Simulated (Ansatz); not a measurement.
AlBN$_{2}$:
```cif
data_Al2B2N4
_chemical_formula_sum 'Al2 B2 N4'
_space_group_name_H-M_alt 'P 1'
_space_group_IT_number 1
_cell_length_a 4.78159
_cell_length_b 4.78159
_cell_length_c 4.78159
_cell_angle_alpha 129.388
_cell_angle_beta 129.388
_cell_angle_gamma 74.387
loop_
_space_group_symop_operation_xyz
  'x, y, z'
loop_
_atom_site_label
_atom_site_type_symbol
_atom_site_fract_x
_atom_site_fract_y
_atom_site_fract_z
_atom_site_occupancy
Al1 Al 0.00000 0.00000 0.00000 1
Al2 Al 0.75000 0.25000 0.50000 1
B1 B 0.50000 0.50000 0.00000 1
B2 B 0.25000 0.75000 0.50000 1
N1 N 0.37500 0.43185 0.55685 1
N2 N 0.56815 0.12500 0.94315 1
N3 N 0.87500 0.81815 0.44315 1
N4 N 0.18185 0.62500 0.05685 1
```

Relaxed with PBEsol.

Task: Which orbitals make up the states near the band edges in PBEsol (plane waves, PAW; program Ansatz)?

Result: Top 1 eV of the valence band: N 2p 88 %, Al 3p 6 %. Bottom 1 eV of the conduction band: Al 3p 51 %, N 2s 17 %, B 2p 16 %, N 2p 6 %, outside the projected shells 10 %. Projections are on Löwdin-orthogonalised atomic valence shells; empty p or d shells of many metals are not among them.

Task: Tabulate the density of states.

Result: States/eV per cell of 8 atoms, in 0.25 eV bins, energy from the valence-band maximum.

```csv
E (eV),total,N 2p,Al 3p,B 2p
-7.85,2.84,1.73,0.20,0.29
-7.60,2.20,1.34,0.12,0.25
-7.35,1.72,1.04,0.09,0.21
-7.10,2.11,1.32,0.09,0.25
-6.85,2.06,1.26,0.10,0.31
-6.60,2.65,1.62,0.14,0.43
-6.35,2.64,1.60,0.16,0.46
-6.10,3.09,1.87,0.23,0.61
-5.85,2.31,1.41,0.17,0.42
-5.60,1.83,1.12,0.12,0.30
-5.35,2.67,1.69,0.18,0.45
-5.10,2.88,1.86,0.21,0.51
-4.85,2.18,1.44,0.15,0.40
-4.60,2.95,1.95,0.17,0.50
-4.35,2.61,1.74,0.14,0.44
-4.10,2.15,1.43,0.13,0.35
-3.85,3.76,2.53,0.23,0.61
-3.60,2.71,1.87,0.16,0.38
-3.35,3.83,2.67,0.23,0.56
-3.10,3.14,2.23,0.19,0.46
-2.85,4.02,2.88,0.27,0.52
-2.60,3.31,2.40,0.32,0.35
-2.35,3.43,2.57,0.32,0.35
-2.10,3.20,2.46,0.24,0.32
-1.85,2.98,2.36,0.22,0.24
-1.60,4.18,3.36,0.37,0.21
-1.35,3.91,3.24,0.32,0.17
-1.10,4.08,3.43,0.32,0.18
-0.85,4.86,4.21,0.33,0.18
-0.60,5.22,4.64,0.31,0.15
-0.35,2.21,2.00,0.09,0.08
-0.10,0.53,0.48,0.01,0.02
0.15,0.00,0.00,0.00,0.00
0.40,0.00,0.00,0.00,0.00
0.65,0.00,0.00,0.00,0.00
0.90,0.00,0.00,0.00,0.00
1.15,0.00,0.00,0.00,0.00
1.40,0.00,0.00,0.00,0.00
1.65,0.00,0.00,0.00,0.00
1.90,0.00,0.00,0.00,0.00
2.15,0.00,0.00,0.00,0.00
2.40,0.00,0.00,0.00,0.00
2.65,0.00,0.00,0.00,0.00
2.90,0.04,0.00,0.02,0.01
3.15,0.07,0.00,0.04,0.01
3.40,0.10,0.01,0.05,0.02
3.65,0.13,0.01,0.07,0.02
3.90,0.23,0.02,0.11,0.04
4.15,0.43,0.03,0.19,0.07
4.40,0.56,0.04,0.24,0.09
4.65,0.72,0.07,0.30,0.11
4.90,0.81,0.09,0.34,0.13
5.15,1.00,0.12,0.41,0.15
5.40,1.24,0.17,0.51,0.18
5.65,1.58,0.24,0.65,0.21
5.90,1.95,0.30,0.76,0.22
6.15,2.20,0.35,0.88,0.23
6.40,2.93,0.46,1.17,0.30
6.65,3.65,0.63,1.47,0.33
6.90,2.29,0.42,0.85,0.20
7.15,1.96,0.39,0.64,0.20
7.40,2.94,0.56,0.83,0.35
```

Space group I-42d (chalcopyrite). The start of the workflow was typed in or built on a structure type; neither database checked (COD, Materials Project) lists it. Whether it is the stable phase at ambient conditions was not checked. The PBEsol relaxation kept the symmetry of its start; phonons on a q-mesh show no instability. The volume moved by -19 % from the start of the relaxation.

Potentials: the later of the program's two PAW sets.
